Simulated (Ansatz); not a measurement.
Sc (dhcp (α-La type), P6_3/mmc) under volume change, r²SCAN (plane waves, PAW; program Ansatz), shape and atoms relaxed at each volume.

```csv
V (Å³/atom),E − E(relaxed) (meV/atom),P (GPa)
22.781,38.2,5.78
23.532,16.3,3.62
24.283,3.9,1.70
25.034,0.0,0.00
25.785,3.6,-1.51
26.536,13.9,-2.85
27.287,30.1,-4.04
```

What does a third-order Birch–Murnaghan fit give for V₀, B₀ and B′?

V₀ = 25.03 Å³/atom, B₀ = 53.4 GPa, B′ = 3.0.

The start of the workflow was typed in or built on a structure type. Its sites differ from those of the usual phase in this space group: another stacking or structure type. The cell was relaxed with r²SCAN under the symmetry of its start; its stability against distortions is not shown here. No spin polarisation was allowed.

Potentials: the earlier of the program's two PAW sets.
